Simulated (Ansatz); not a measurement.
PbSe:
```yaml
crystal:
  lattice:
    - [-2.19789, 2.19857, 3.10879]
    - [2.19789, -2.19857, 3.10879]
    - [2.19789, 2.19857, -3.10879]
  atoms:
    - { symbol: Pb, position: [0.50000, 0.50000, 0.00000] }
    - { symbol: Se, position: [0.00000, 0.00000, 0.00000] }
```

Relaxed with PBE. Special points in fractions of this cell's reciprocal vectors: Γ (0.000, 0.000, 0.000); X (0.500, 0.500, -0.500); F2 (0.375, 0.625, -0.375); Σ0 (-0.375, 0.375, 0.375); Y0 (0.375, -0.375, 0.375); U0 (0.625, 0.375, -0.375); R (0.000, 0.500, 0.000); W (0.250, 0.250, 0.250); S (0.500, 0.000, 0.000); T (0.000, 0.000, 0.500).

Q: List the band energies nearest the valence-band maximum at these points for the program Ansatz at the PBE level (PAW).

A: In eV from the valence-band maximum; about four levels below and three above (degenerate sets whole), none deeper than 8.9 eV; points with the same levels are listed once.

| k | below | above |
|---|---|---|
| Γ | -6.34 -1.64 -1.64 -1.64 | 4.64 4.64 4.64 |
| X | -7.27 -4.57 -2.92 -2.92 | 3.92 5.46 5.46 |
| F2 | -7.83 -4.19 -2.44 -2.18 | 3.39 3.98 5.34 |
| Y0 | -7.83 -4.19 -2.44 -2.18 | 3.40 3.98 5.34 |
| R | -8.51 -1.27 -1.27 0.00 | 0.43 1.82 1.82 |
| W | -7.81 -3.86 -3.86 -0.68 | 1.95 4.94 4.94 |

Space group Fm-3m (rock salt). The PBE relaxation kept the symmetry of its start. The volume moved by -29 % from the start of the relaxation. Point labels and valley counts follow the cell and symmetry of the run, lower than the named group. Spin–orbit coupling is left out wherever it is not named.

Potentials: the later of the program's two PAW sets.
